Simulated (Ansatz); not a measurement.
### Question
Each is relaxed and computed with r²SCAN in the plane-wave PAW code Ansatz. Which is the only one with a gap?
(A) RbP2Ru2, I4/mmm (Rb on 2a, P on 4e, Ru on 4d)
(B) RbP2Rh2, I4/mmm (Rb on 2a, P on 4e, Rh on 4d)
(C) LaSi2Ni2, I4/mmm (La on 2a, Si on 4e, Ni on 4d)
(D) Rb2NiF4, I4/mmm (Rb on 4e, Ni on 2a, F on 4c, F on 4e)

### Answer
D, Rb2NiF4, I4/mmm (Rb on 4e, Ni on 2a, F on 4c, F on 4e). Rb2NiF4: gap 3.29 eV; RbP2Rh2: metal; RbP2Ru2: metal; LaSi2Ni2: metal. Spin orders computed, not proven ground states: Rb2NiF4, I4/mmm (Rb on 4e, Ni on 2a, F on 4c, F on 4e) antiferromagnetic. Standing as an ambient phase not checked: Rb2NiF4, I4/mmm (Rb on 4e, Ni on 2a, F on 4c, F on 4e); RbP2Rh2, I4/mmm (Rb on 2a, P on 4e, Rh on 4d); RbP2Ru2, I4/mmm (Rb on 2a, P on 4e, Ru on 4d); LaSi2Ni2, I4/mmm (La on 2a, Si on 4e, Ni on 4d). All cells were relaxed under the symmetry of their starts (and spin orders); stability against distortions was not tested throughout. Cells of antiferromagnets are given as chemical subcells. Rows with no word on spin ran without spin polarisation. No Hubbard U is applied. Spin–orbit coupling is left out wherever it is not named.

Potentials: the later of the program's two PAW sets.
